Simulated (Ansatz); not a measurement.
Relaxed-ion elastic tensor of PbS (rock salt, Fm-3m) in GPa (Voigt order), PBE (plane waves, PAW; program Ansatz); density 7.33 g/cm³, 27.11 Å³ per atom.

```
90.2  17.4  50.4   0.0   0.0   0.0
17.4   124  17.4   0.0   0.0   0.0
50.4  17.4  90.2   0.0   0.0   0.0
 0.0   0.0   0.0  19.9   0.0   0.0
 0.0   0.0   0.0   0.0  53.8   0.0
 0.0   0.0   0.0   0.0   0.0  19.9
```

Problem. Is the crystal mechanically stable?

Solution. Yes: the smallest eigenvalue of C is 19.9 GPa.

Problem. Work out the Voigt, Reuss and Hill averages.

Solution. K_V = 52.7, K_R = 52.7, K_H = 52.7; G_V = 33.3, G_R = 26.6, G_H = 30.0 GPa.

Problem. Give Young's modulus, Poisson's ratio, Pugh's ratio and the universal anisotropy index.

Solution. E = 9KG/(3K + G) = 75.5 GPa; ν = 0.26; K/G = 1.76 (near the Pugh limit of 1.75, no verdict); A_U = 5G_V/G_R + K_V/K_R − 6 = 1.27.

Problem. Estimate the sound speeds and the Debye temperature.

Solution. v_l = √((K + 4G/3)/ρ) = 3560 m/s, v_t = √(G/ρ) = 2020 m/s, mean 2250 m/s; Θ = (h/k)(3n/4πV)^(1/3) v_m = 223 K.

The PBE relaxation kept the symmetry of its start. Scalar-relativistic: spin–orbit coupling is off unless named, which matters more the heavier the elements.

Potentials: the later of the program's two PAW sets.
